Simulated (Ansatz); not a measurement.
HgSe:
```yaml
crystal:
  lattice:
    - [0.00000, 3.06643, 3.06643]
    - [3.06643, 0.00000, 3.06643]
    - [3.06643, 3.06643, 0.00000]
  atoms:
    - { symbol: Se, position: [0.75000, 0.75000, 0.75000] }
    - { symbol: Hg, position: [0.00000, 0.00000, 0.00000] }
```

Relaxed with PBEsol. Special points in fractions of this cell's reciprocal vectors: Γ (0.000, 0.000, 0.000); X (0.500, 0.000, 0.500); U (0.625, 0.250, 0.625); K (0.375, 0.375, 0.750); L (0.500, 0.500, 0.500); W (0.500, 0.250, 0.750).

Question: List the band energies nearest the Fermi level at these points for plane-wave PAW PBEsol with spin–orbit coupling (Ansatz code).

Answer: In eV from the Fermi level; about four levels below and three above (degenerate sets whole), none deeper than 8.9 eV; points with the same levels are listed once.

```csv
k,below,above
Γ,0.00 0.00 0.00 0.00,4.35 4.35 5.76 5.76 5.76 5.76
X,-2.34 -2.34 -2.33 -2.33,2.64 2.64 2.82 2.82
U,-2.99 -2.80 -1.96 -1.88,2.72 2.79 4.28 4.28
L,-1.13 -1.13 -0.94 -0.94,0.93 0.93 5.70 5.70
W,-2.90 -2.63 -2.49 -2.37,3.33 3.53 4.89
```

Space group F-43m (zinc blende). The cell was relaxed with PBEsol under the symmetry of its start. The Fermi level of a semimetal is unsure by some 0.05 eV on such meshes.

Potentials: the later of the program's two PAW sets.
